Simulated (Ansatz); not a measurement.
MgO: from a starting cell to a relaxed one

The start is a relaxed MgO cell, doubled along one cell vector, shaken by Gaussian noise of σ = 0.08 Å a coordinate. The cell and all atomic positions are relaxed at zero pressure with r2SCAN (plane waves to 500 eV, PAW, scalar-relativistic; Ansatz, a first-principles code). The first steps use a coarse 9×5×9 k-mesh.

Starting cell:
```yaml
crystal:
  lattice:
    - [0.00000, 2.10379, 2.10379]
    - [4.20758, 0.00000, 4.20758]
    - [2.10379, 2.10379, 0.00000]
  atoms:
    - { symbol: O, position: [0.97468, 0.97894, 0.02885] }
    - { symbol: O, position: [0.97004, 0.50546, 0.97330] }
    - { symbol: Mg, position: [0.47372, 0.23327, 0.53588] }
    - { symbol: Mg, position: [0.44372, 0.74843, 0.49571] }
```

Does it find its way back to the structure it was made from?

The parent structure is recovered, Fm-3m (No. 225).

How do the shortest distances between atoms change?

The closest pairs of elements (up to four, under 3.6 Å), start → end: Mg–O 1.97 → 2.10 Å; O–O 2.81 → 2.98 Å; Mg–Mg 2.87 → 2.98 Å.

What band gap does the relaxed structure have at this level?

5.68 eV, direct at Γ (no spin-orbit coupling).

The end point of the relaxation:

Space group Fm-3m (No. 225); a = b = c = 4.208 Å, α = β = γ = 90.00°

```
atom  site  symmetry       x       y       z
----  ----  --------  ------  ------  ------
O       4b      m-3m  0.5000  0.5000  0.5000
Mg      4a      m-3m  0.0000  0.0000  0.0000
```
(The calculation used a cell of 2 atoms; values per cell refer to that cell.)

Final values are on a 13×13×13 k-mesh of the relaxed cell. No spin polarisation in the result.
